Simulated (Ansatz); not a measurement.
Given:

Pb2Au:
```cif
data_Au4Pb8
_chemical_formula_sum 'Pb8 Au4'
_space_group_name_H-M_alt 'I4/mcm'
_space_group_IT_number 140
_space_group_name_Hall '-I 4 2c'
_cell_length_a 7.39873
_cell_length_b 7.39873
_cell_length_c 5.74765
_cell_angle_alpha 90.000
_cell_angle_beta 90.000
_cell_angle_gamma 90.000
loop_
_atom_site_label
_atom_site_type_symbol
_atom_site_symmetry_multiplicity
_atom_site_Wyckoff_symbol
_atom_site_fract_x
_atom_site_fract_y
_atom_site_fract_z
_atom_site_occupancy
Pb1 Pb 8 h 0.33961 0.16039 0.00000 1
Au1 Au 4 a 0.00000 0.00000 0.25000 1
```
(The calculation used a cell of 6 atoms; values per cell refer to that cell.)

This is the r²SCAN-relaxed structure.

**Question.** All from plane-wave PAW r²SCAN (Ansatz code), unless another level is named. Give the density of states at the Fermi level.

**Answer.** 0.35 states/eV per atom (mean over ±0.08 eV).

**Question.** Next, the formation energy from the elements (no fitted shifts)?

**Answer.** -0.082 eV/atom.

**Question.** Predict the gap with spin–orbit coupling.

**Answer.** none (metallic).

The workflow started from a Materials Project entry (that database holds measured and hypothetical structures alike); the Crystallography Open Database files this formula in space group No. 140, but the cells were not matched. Its standing as an ambient phase is unchecked. The r²SCAN relaxation kept the symmetry of its start; its stability against distortions is not shown here. The references are the lowest solids computed at this level, not always the standard phases. Spin–orbit coupling is left out wherever it is not named.

Potentials: the later of the program's two PAW sets.
